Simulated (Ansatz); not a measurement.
Relaxed-ion elastic tensor of SnC (CsCl type, Pm-3m) in GPa (Voigt order), DFT-PBEsol in the program Ansatz with PAW potentials; density 7.60 g/cm³, 14.28 Å³ per atom.

```csv
,1,2,3,4,5,6
1,201,59.7,59.7,0.0,0.0,0.0
2,59.7,201,59.7,0.0,0.0,0.0
3,59.7,59.7,201,0.0,0.0,0.0
4,0.0,0.0,0.0,-14.1,0.0,0.0
5,0.0,0.0,0.0,0.0,-14.1,0.0
6,0.0,0.0,0.0,0.0,0.0,-14.1
```

**Question.** Is the crystal mechanically stable?

**Answer.** No: the smallest eigenvalue of C is -14.1 GPa.

The cell is a constructed one: a structure type filled with these elements; neither database checked (COD, Materials Project) lists it. Its standing as an ambient phase is unchecked. The cell was relaxed with PBEsol under the symmetry of its start. At this level the phase is dynamically unstable (imaginary phonons). As this level gives no gap, shear constants depend on the k-mesh and smearing (Fermi–Dirac, 0.1 eV here). Spin–orbit coupling is left out wherever it is not named.

Potentials: the later of the program's two PAW sets.
